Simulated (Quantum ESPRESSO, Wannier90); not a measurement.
## ZrO₂ (fluorite), plane waves to Wannier functions

```xyz
3
Lattice="0.0000 2.5451 2.5451 2.5451 0.0000 2.5451 2.5451 2.5451 0.0000" Properties=species:S:1:pos:R:3 pbc="T T T"
Zr     0.0000     0.0000     0.0000
O      1.2725     1.2725     1.2725
O     -1.2725    -1.2725    -1.2725
```

Materials Project entry mp-1565; symmetrised, unrelaxed at this level. COD (Crystallography Open Database) records the formula in this space group. Ideal cubic forms of this type are often high-temperature phases that distort on cooling; symmetry holds the cell here, and its stability was not tested. Level: PBEsol, no spin polarisation, no spin-orbit coupling; pw.x of Quantum ESPRESSO at 68 Ry with PseudoDojo potentials, 8×8×8 k-points, Wannier90. Density: 10×10×10 mesh, cold smearing 0.01 Ry.

Functional, cutoff and mesh named above are those of the base row (PBEsol); the first column says what each row takes instead. Model: 11 functions from bands 7-27, start hydrogen-like Zr: d; O: p, disentangled but not localised (num_iter = 0), frozen window tied to the conduction edge or Fermi level of each row, as listed, which moves Ω_I and hoppings a little by itself. Energies are relative to the valence-band maximum; the misfit is to pw.x on a path, for states up to 4.3 eV relative to the valence-band maximum. The functional changes, each with its own PseudoDojo files and their cutoffs, on the same cell. The disentangled Ω_I can sit in another minimum from row to row.

| functional | frozen to (eV) | Ω_I (Å²) | rms misfit (meV) | gap (eV) | bottom of band 7 (eV) | on-site O2 pz minus Zr1 dz2 (eV) | hopping modulus O2 px – Zr1 dyz, R = 0 0 0 (eV) | hopping modulus O2 pz – O3 pz, R = 0 0 1 (eV) | hopping modulus Zr1 dz2 – Zr1 dz2, R = 0 0 1 (eV) |
|---|---|---|---|---|---|---|---|---|---|
| LDA | 4.76 | 10.59 | 0.3 | 3.26 | -6.02 | -5.19 | 1.100 | 0.778 | 0.158 |
| PBE | 4.87 | 10.41 | 0.3 | 3.37 | -5.90 | -5.29 | 1.094 | 0.769 | 0.152 |
| PBEsol | 4.80 | 10.55 | 0.3 | 3.30 | -6.00 | -5.24 | 1.101 | 0.778 | 0.157 |
